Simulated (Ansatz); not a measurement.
Cell and atoms are relaxed with the symmetry kept. Start:

```yaml
crystal:
  lattice:
    - [1.73061, -2.34098, 0.00000]
    - [1.73061, 2.34098, 0.00000]
    - [0.00000, 0.00000, 9.42568]
  atoms:
    - { symbol: Nb, position: [0.50000, 0.50000, 0.74082] }
    - { symbol: Nb, position: [0.00000, 0.00000, 0.50000] }
    - { symbol: Nb, position: [0.50000, 0.50000, 0.25918] }
    - { symbol: In, position: [0.00000, 0.00000, 0.00000] }
```

Theory: DFT PBEsol, scalar-relativistic, plane waves, PAW (Ansatz 0.2.0).

Cutoff 420 eV; k points 16×16×6 on the computed 4-atom cell (Γ-centred); Gaussian smearing, width 0.10 eV; no spin polarisation.

**Question.** What does it relax to?

**Answer.** The volume drops by 0.71 Å³/atom to 18.38 Å³/atom, and the energy falls by 12.4 meV/atom. Final structure:
```
CELL_PARAMETERS angstrom
1.71304 -2.30619 0.00000
1.71304 2.30619 0.00000
0.00000 0.00000 9.30655
ATOMIC_POSITIONS crystal
Nb 0.50000 0.50000 0.74191
Nb 0.00000 0.00000 0.50000
Nb 0.50000 0.50000 0.25809
In 0.00000 0.00000 0.00000
```

Course of the relaxation (steps run on the plane waves of an earlier cell, and the basis is chosen afresh near the end, so energy and pressure can step there; trial steps that raised the energy were taken back; energies are free energies):

```json
{"step": "1", "E − E_final (meV/atom)": "12.4", "largest force component (eV/Å)": "0.046", "P (GPa)": "-5.46", "V (Å³/atom)": "19.09"}
{"step": "2", "E − E_final (meV/atom)": "76.0", "largest force component (eV/Å)": "0.231", "P (GPa)": "16.88", "V (Å³/atom)": "16.82"}
{"step": "3", "E − E_final (meV/atom)": "0.2", "largest force component (eV/Å)": "0.023", "P (GPa)": "-0.76", "V (Å³/atom)": "18.48"}
{"step": "4", "E − E_final (meV/atom)": "-0.1", "largest force component (eV/Å)": "0.025", "P (GPa)": "-0.03", "V (Å³/atom)": "18.38"}
{"step": "5", "E − E_final (meV/atom)": "-0.1", "largest force component (eV/Å)": "0.007", "P (GPa)": "0.03", "V (Å³/atom)": "18.38"}
{"step": "6", "E − E_final (meV/atom)": "-0.1", "largest force component (eV/Å)": "0.005", "P (GPa)": "0.02", "V (Å³/atom)": "18.38"}
{"step": "7", "E − E_final (meV/atom)": "-0.1", "largest force component (eV/Å)": "0.001", "P (GPa)": "0.00", "V (Å³/atom)": "18.38"}
{"step": "8", "E − E_final (meV/atom)": "0.0", "largest force component (eV/Å)": "0.001", "P (GPa)": "0.00", "V (Å³/atom)": "18.38"}
```